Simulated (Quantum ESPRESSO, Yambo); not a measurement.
A free-standing BN monolayer (symmetry Amm2, slab cell 13.0 Å high) under uniaxial strain of +4 % along x, the other axes held. The PBEsol cell relaxed from Materials Project entry mp-685145 was given a uniaxial strain of +4 % along x, the other axes held, and the atoms were relaxed again, with the Coulomb interaction truncated along z. Chain: PBEsol (pw.x of Quantum ESPRESSO, ONCV potentials, scalar-relativistic); G0W0 in Yambo (12×12×1 Γ-centred k mesh, 62 bands and a 8 Ry block in the screening, 62 bands in G with the Bruneval-Gonze terminator, plasmon pole fitted at 27.2 eV, slab-truncated Coulomb interaction, stochastic integration of W near q = 0); BSE (30×30×1 mesh, 2 valence and 3 conduction bands, static screening with 17 bands and a 4 Ry block, scissor 2.57 eV, Tamm-Dancoff, stochastic integration of W near q = 0).

```yaml
PBEsol gap (dense path): 4.50 eV
PBEsol gap (0.333, 0.333) → (0.333, 0.333) on the GW mesh: 4.51 eV
PBEsol smallest direct gap on the GW mesh, at (0.333, 0.333): 4.51 eV
G0W0 direct gap at that point: 7.08 eV
G0W0 correction to the gap (0.333, 0.333) → (0.333, 0.333): 2.57 eV
direct gap on the BSE mesh, with the scissor: 7.08 eV
first BSE state allowed for light along x: 5.06 eV
lowest BSE state: 5.03 eV
binding_of_the_lowest_exciton: 2.05 eV
RPA in-plane polarisability along x: 1.04 Å (30×30×1 mesh, PBEsol bands)
```

Rough cost of the Yambo steps against G0W0 for 6 states: BSE within a factor of two, one RPA spectrum about 1/8.

Convergence of the G0W0 settings was not tested. Among the k points computed, the smallest G0W0 gap is 6.72 eV, (0.333, 0.333) → Γ. The BSE states are vertical excitations (zero momentum); the indirect quasiparticle gap, about 6.72 eV, is smaller than the direct one (7.08 eV on the GW mesh). Convergence of the RPA response with its 30×30×1 mesh was not tested. Convergence of the binding with the mesh was not shown. x lies along the first cell vector.
